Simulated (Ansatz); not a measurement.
**I (solid)**

Level of theory: DFT, LDA, scalar-relativistic, no spin polarisation; plane waves to 420 eV with PAW datasets (Ansatz 0.2.0), Γ-centred 12×12×6 mesh, 0.05 eV Gaussian smearing; PAW files: Ansatz's generated set soft_2.

```xyz
4
Lattice="3.5672 -2.1579 0.0000 3.5672 2.1579 0.0000 0.0000 0.0000 9.5376" Properties=species:S:1:pos:R:3 pbc="T T T"
I     3.5672   -1.3861    1.1739
I     3.5672    1.3861    8.3637
I     3.5672    0.7718    3.5949
I     3.5672   -0.7718    5.9427
```

The database's entry of this formula in the relaxed cell's space group, Cmce, has axes of 4.790 × 7.270 × 9.793 Å and 42.63 Å³/atom (1963), the relaxed one 4.316 × 7.134 × 9.538 Å and 36.71.

At this volume the pressure is 0.03 GPa.

Path: Γ–Y–F0 | Δ0–Γ–Z–B0 | G0–T–Y | Γ–S–R–Z–T, with Γ = (0.000, 0.000, 0.000), Y = (0.500, 0.500, 0.000), F0 = (0.341, 0.659, 0.000), Δ0 = (-0.341, 0.341, 0.000), Z = (0.000, 0.000, 0.500), B0 = (-0.341, 0.341, 0.500), G0 = (0.341, 0.659, 0.500), T = (0.500, 0.500, 0.500), S = (0.000, 0.500, 0.000), R = (0.000, 0.500, 0.500) in reciprocal vectors of the calculation's cell.

**Question.** Is it a metal or an insulator, and if it has a gap, where are the band edges on this path?

**Answer.** An insulator with a gap of 0.67 eV on the path, the valence band topping at Γ and the conduction band bottoming between Y and F0; the smallest direct gap is 1.00 eV.

Bands as a text map, energy in eV from the Fermi level (dashes), each leg drawn with the same width:
```
  4.86 |     **             ** *         ***   **          **    **  ***
  4.57 |*       *        ***  *                  *** ******             
  4.29 | ***                **              *                           
  4.00 |*   *  *         ***                 **  **                     
  3.71 |     **                                **                       
  3.43 |                                                                
  3.14 |                                                                
  2.86 |                                                                
  2.57 |                                                                
  2.29 |                                                                
  2.00 |              *                               **                
  1.71 |*            ***  **                     **  ** **              
  1.43 | ***       *** * *  *   **                   *    *   **        
  1.14 |    ****  ***   *    *      ****      ***  **        *          
  0.86 |**      **        **  **  **    *   **   ** *      *    ****    
  0.57 |  *****  *      **  ***          ***  ***  *        *       ****
  0.29 |       **                           **                          
  0.00 |----------------------------------------------------------------
 -0.29 |*                *****                   **         *           
 -0.57 | **             *   ***** **               *       * *  ***     
 -0.86 |*  *    ************                     ****     *    *   *    
 -1.14 |**  ******       ******* ** **        ********   *    * *****   
 -1.43 |***       *    *  ****** * *  *   ****   * *  ***    **  ** ****
 -1.71 |* ******   **   ******* *   **** * ******** **   ****  **    *  
 -2.00 |*  ** *      ***  *      *      ****  ** * * ****     *       **
 -2.29 |*** ***       ** ********           *  **** * *  *****  ** *    
 -2.57 |  ***      ***   *   **   *     *******      ****      *  ******
 -2.86 |   * *** **  **                *   ******  *                    
        Γ    Y     FΔ     Γ    Z    BG    T     YΓ     S    R    Z     T
```

Within 0.6 eV of the edges the projected states are 99 % I 5p at the top of the valence band and 98 % I 5p at the bottom of the conduction band. 

Kohn–Sham gaps of semilocal functionals lie under measured ones, often by a third or more. For elements this heavy, spin–orbit coupling would shift levels and gaps; it isn't included here. The structure is built of weakly bound molecules, and this functional has no dispersion term, so their spacing and all that hangs on it (volume, the soft elastic constants, low modes, dielectric constants) are poorly given.
